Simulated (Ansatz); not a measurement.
Data:

ZrGe2:
```
ZrGe2
1.0
    4.32272     0.00000     0.00000
   -2.16136     3.74359     0.00000
    0.00000     0.00000     3.43404
Zr Ge
1 2
Cartesian
  0.00000   0.00000   0.00000
  0.00000   2.49573   1.71702
  2.16136   1.24786   1.71702
```

This is the PBEsol-relaxed structure.

Problem. All from PBEsol (plane waves, PAW; program Ansatz), unless another level is named. Estimate the electronic character.

Solution. metallic (no gap).

Problem. And the density of states at the Fermi level?

Solution. 0.56 states/eV per atom (mean over ±0.08 eV).

Problem. What about the formation energy from the elements (no fitted shifts)?

Solution. -0.19 eV/atom.

Space group P6/mmm. A made-up cell: these elements were put on the sites of a structure type; neither database checked (COD, Materials Project) lists it. COD files the formula under space group No. 63. Whether it is the stable phase at ambient conditions was not checked. The cell was relaxed with PBEsol under the symmetry of its start; whether a distortion lowers the energy is not shown. The run is not spin-polarised. The references are the lowest solids computed at this level, not always the standard phases. Spin–orbit coupling is left out wherever it is not named.

Potentials: the earlier of the program's two PAW sets. The files were generated under PBE; for other functionals the program regenerates the frozen cores, and for LDA and PBEsol the local potential too.
